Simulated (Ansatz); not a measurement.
CdI₂:
```
CdI2
1.0
    4.16416     0.00000     0.00000
   -2.08208     3.60627     0.00000
    0.00000     0.00000    19.99525
Cd I
3 6
Direct
  0.66667   0.33333   0.33275
  0.33333   0.66667   0.66725
  0.00000   0.00000   0.00000
  0.33333   0.66667   0.08458
  0.66667   0.33333   0.91542
  0.33333   0.66667   0.41728
  0.66667   0.33333   0.58272
  0.00000   0.00000   0.24818
  0.00000   0.00000   0.75182
```

Relaxed with LDA.

Q: Give the Bader charges and basin volumes of the independent atoms, LDA (plane waves, PAW; program Ansatz).

A: 

| atom | Bader charge (e) | Bader volume (Å³) |
|---|---|---|
| Cd1 | +0.69 | 18.8 |
| Cd3 | +0.69 | 18.8 |
| I4 | -0.35 | 40.6 |
| I6 | -0.35 | 40.8 |
| I8 | -0.35 | 40.5 |

Space group P-3m1. The workflow started from a Materials Project entry (that database holds measured and hypothetical structures alike); the Crystallography Open Database files this formula in space group No. 164, but the cells were not matched. Its standing as an ambient phase is unchecked. Symmetry was held in the LDA relaxation; its stability against distortions is not shown here. A crystal of weakly bound layers computed without a dispersion correction: the cell and the soft elastic constants depend strongly on that. Scalar-relativistic: spin–orbit coupling is off unless named, which matters more the heavier the elements.

Potentials: the later of the program's two PAW sets.
